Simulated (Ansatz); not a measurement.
Ta4O: energy along a strain

Ta4O, P4/mmm, a = 3.255 Å, c = 7.395 Å. The structure is a Materials Project entry; whether it is the stable form wasn't checked. Ansatz: PBE, PAW, 420 eV, Γ-centred 14×14×8 mesh on 5 atoms, Gaussian smearing 0.15 eV; no spin polarisation. Cell vectors (Å): 3.255 0.000 0.000; 0.000 3.255 0.000; 0.000 0.000 7.395. The cell is strained by x per cent times the pattern (0 0 1 0 0 0) in the order xx yy zz yz xz xy (engineering shears), with fractional coordinates held. y is the free energy over the start, V0 = 15.668 Å³/atom. Points with a strain past 8.5 % were computed too (2) and aren't used here.

| x (%) | y (meV/atom) |
| --- | --- |
| -7.50 | 152.06 |
| -5.00 | 62.35 |
| 0.00 | 0.00 |
| 2.50 | ? |
| 5.00 | 41.55 |
| 7.50 | 85.38 |

Task: Fit y = c2 x² + c3 x³ to the other rows, get the stiffness along the pattern, and predict the missing energy.

Result: Least squares on the rows shown. y = 2.1052 x² − 0.079365 x³. The clamped-ion stiffness p·C·p = 2 × 21.05 eV × 160.2 / 15.668 Å³ = 430 GPa, which is C33 in these axes. At x = 2.50 the fit asked for gives 11.92 meV/atom. The run gave 11.32 meV/atom, so the fit is 0.60 meV/atom too high, within the rms miss on the fitted rows (0.63 meV/atom).

Spin–orbit coupling is left out, which can shift energies with elements as heavy as these.

Cost: 8 runs of about 2.8 core-minutes in all, on Arm Neoverse V2 (shared hosts).